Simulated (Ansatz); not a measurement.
input.yaml (Ansatz)

```yaml
crystal:
  lattice:
    - [2.7694729991, 0.0, 0.0]
    - [0.0, 2.7694729991, 0.0]
    - [0.0, 0.0, 2.7694729991]
  atoms:
    - { symbol: Se, position: [0.0, 0.0, 0.0] }
hamiltonian:
  xc: lda
  pseudopotentials:
    kind: paw
    azcp:
      Se: "pseudopotentials/Se.paw.azcp"
basis:
  ecutwfc: 420
  fft_grid_basis: typed
kpoints:
  mp_grid: { grid: [19, 19, 19], shift: [0, 0, 0] }
magnetization:
  spin_polarized: false
scf:
  occupations: { method: fermi_dirac, width: 0.1 }
output:
  write_density: true
  write_potential: true
  elf: true
  volumetric_format: npy
```

Output

```
Warning: the record states the generating functional pbe (its physics header spells it `PBE`), which answers neither for hamiltonian.xc's functional nor for the lda family's — results may be inconsistent (PPs are generated against a specific XC)
Engine: ansatz 0.2.0, x86_64-unknown-linux-gnu
Pseudopotentials: kind: paw
Pseudopotential: Se, paw, valence charge 16, recommended cutoff 420 eV (normal) 
Functional definition: SPW92
  exchange = slater_x
  correlation = pw_c
Crystal: 1 atoms, lattice volume = 21.242 Å³
Basis set: ecut = 420 eV, 437 PW (Γ)
Bands: 12, of which v1, the nominal top of the filled ones, is band 8 counted from 1 (7 counted from 0)
Symmetry: 48 space group operations
Space group: Pm-3m (ITA 221), of the structure as read, at distance tolerance 2.8e-5 Å
k-points: 220 of 6859
Non-local potential: Se, projectors of the file, l = 0: 2, l = 1: 2, l = 2: 3, l = 3: 1
PAW form: soft (Blöchl's): semilocal exchange-correlation on the pseudo side does not see the compensation charge
PAW frozen core: Se, regenerated for the run's functional, and the local potential with it (the file was generated under x = pbe(κ = 0.804, μ = 0.2195149727645171), c = pbe(β = 0.06672455060314922))
PAW one-centre angular grid: Se, 590 points (default); XC on 64 Gauss nodes
Initial density: superposition of atomic densities (neutral atoms: chi_scale 0, normalization atom), corrected by the library's trained network
Initial wavefunctions: pseudopotential atomic-orbital guess
Functional: x = slater, c = lda
SCF iter   1: F=—  HF=-5383.186115 eV  |F-HF|=—  |Δ(HF+E_count)|=         —  Δρ=5.03e-3  dr2=2.93e-3  ethr=1.77e-3  ⟨swp⟩=5.1  Hψ=15794  notcnv=0
SCF iter   2: F=—  HF=-5383.185199 eV  |F-HF|=—  |Δ(HF+E_count)|=   9.17e-4  Δρ=2.75e-3  dr2=1.00e-3  ethr=1.83e-5  ⟨swp⟩=1.0  Hψ=4403  notcnv=0
SCF iter   3: F=—  HF=-5383.184731 eV  |F-HF|=—  |Δ(HF+E_count)|=   4.68e-4  Δρ=2.76e-4  dr2=1.60e-5  ethr=6.26e-6  ⟨swp⟩=3.0  Hψ=4458  notcnv=0
SCF iter   4: F=—  HF=-5383.184720 eV  |F-HF|=—  |Δ(HF+E_count)|=   1.10e-5  Δρ=1.24e-4  dr2=3.56e-6  ethr=1.00e-7  ⟨swp⟩=2.0  Hψ=4450  notcnv=0
SCF iter   5: F=—  HF=-5383.184713 eV  |F-HF|=—  |Δ(HF+E_count)|=   7.16e-6  Δρ=3.87e-5  dr2=4.02e-7  ethr=2.22e-8  ⟨swp⟩=2.0  Hψ=4396  notcnv=0
SCF iter   6: F=-5383.184712 eV  HF=-5383.184712 eV  |F-HF|=2.75e-9  |Δ(HF+E_count)|=   5.29e-7  Δρ=2.76e-6  dr2=1.73e-9  ethr=6.25e-10  ⟨swp⟩=4.2  Hψ=10835  notcnv=0
SCF 1 converged in 6 iterations: F = -5383.184712 eV  dr2 = 1.73e-9
SCF converged after 6 iterations
Free energy (F): -5383.184712 eV
Harris-Foulkes:  -5383.184712 eV  (|F-HF|=2.75e-9)
Internal energy: -5383.168155 eV  (E = F + TS)
E sigma→0 (E₀):  -5383.176434 eV
Entropy (-TS):   -0.016557 eV (-16.557 meV/atom)
Fermi energy:    10.583471 eV
--- Per-component energies (eV) ---
  E_band       = -360.122892
  E_kinetic    = 118.088795
  E_local      = -2188.736496  (includes V_loc(G=0)·N_el)
  E_nonlocal   = -587.473468
  E_hartree    = 1092.330414
  E_xc         = -103.501368
  E_vxc        = -98.324095  (∫ρ·V_xc dr)
  E_paw        = -1827.799279  (= ΣΔE_a)
  E_vpaw       = 211.659641  (= ΣTr[D̂ρ^β])
  E_aug_tail   = -0.000579  (compensation charges beyond the density's cutoff)
  E_ewald      = -1888.293536
  E_core_change = 2.217362  (= ΣΔE_core)
  E_smearing   = -0.016557  (= −TS)
  E_closure    = 0.000000  (closes the sum)
  Σ components = -5383.184712   (vs F -5383.184712, Δ=0.00e0)
--- Band table (eV; the first three rows and the last of 220) ---
  k-point 0: bands = ["-38.2292", "-38.2292", "-38.1987", "-38.1987", "-38.1987", "-6.0623", "12.0303", "12.0303", "12.0303", "18.3204", "18.3204", "18.5269"]
  k-point 1: bands = ["-38.2292", "-38.2284", "-38.1990", "-38.1990", "-38.1987", "-6.0198", "11.5294", "12.0642", "12.0642", "18.3630", "18.4956", "18.9902"]
  k-point 2: bands = ["-38.2291", "-38.2260", "-38.1996", "-38.1996", "-38.1987", "-5.8935", "10.3809", "12.1643", "12.1643", "18.4899", "18.6564", "20.3816"]
  k-point 219: bands = ["-38.2144", "-38.2144", "-38.2144", "-38.1824", "-38.1824", "0.7620", "7.0277", "7.0277", "7.0511", "16.1549", "16.2516", "16.2516"]
```
